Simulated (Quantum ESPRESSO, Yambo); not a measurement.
# WS2: DFT and GW levels

```
WS2
1.0
    3.18422     0.00000     0.00000
   -1.59211     2.75762     0.00000
    0.00000     0.00000    12.97828
S W
4 2
Cartesian
  0.00000   1.83841   8.17372
  1.59211   0.91921   4.80456
  1.59211   0.91921   1.68458
  0.00000   1.83841  11.29370
  0.00000   1.83841   3.24457
  1.59211   0.91921   9.73371
```

The geometry is that of Materials Project entry mp-224, symmetrised and not relaxed again.

Starting point: LDA (pw.x of Quantum ESPRESSO, ONCV potentials, without SOC). G0W0 in Yambo: 6×6×1 Γ-centred k mesh, bands 3 to 215 and a 8 Ry block in the screening, 215 bands in G with the Bruneval-Gonze terminator, plasmon pole fitted at 27.2 eV.

- LDA gap along the band path = 1.18 eV
- LDA gap between the mesh's edge points (Γ → (0.167, 0.167, 0)) = 1.15 eV
- G0W0 gap between the same points = 1.57 eV
- LDA smallest direct gap on the mesh (at K) = 1.72 eV
- G0W0 direct gap at that point = 2.30 eV

| k point | band | E LDA (eV) | E QP (eV) | shift (eV) | Z |
|---|---|---|---|---|---|
| Γ | VB | 0.00 | -0.03 | -0.03 | 0.79 |
| Γ | CB | 2.34 | 2.75 | 0.41 | 0.79 |
| M | VB | -1.40 | -1.61 | -0.22 | 0.79 |
| M | CB | 2.25 | 2.99 | 0.74 | 0.79 |
| (0.167, 0.167, 0) | VB | -1.40 | -1.42 | -0.03 | 0.79 |
| (0.167, 0.167, 0) | CB | 1.15 | 1.54 | 0.39 | 0.80 |
| K | VB | -0.50 | -0.47 | 0.02 | 0.79 |
| K | CB | 1.22 | 1.83 | 0.60 | 0.79 |

Energies count from the LDA valence-band maximum.

Nearest settings tried, and what they do to the gap: 138 bands in G: -1 meV; 82 bands in W, 82 bands in G: +1 meV; 3 Ry block (79 vectors against 305): -103 meV. Not varied: mesh. So the settings aren't converged at that level.

Spin-orbit coupling is left out, which matters for elements this heavy: edges can move by tenths of an eV.

The distance between layers or molecules is the database entry's, not relaxed here. Functionals without dispersion can leave it too large, which widens gaps and weakens the response across layers: the numbers belong to this cell.
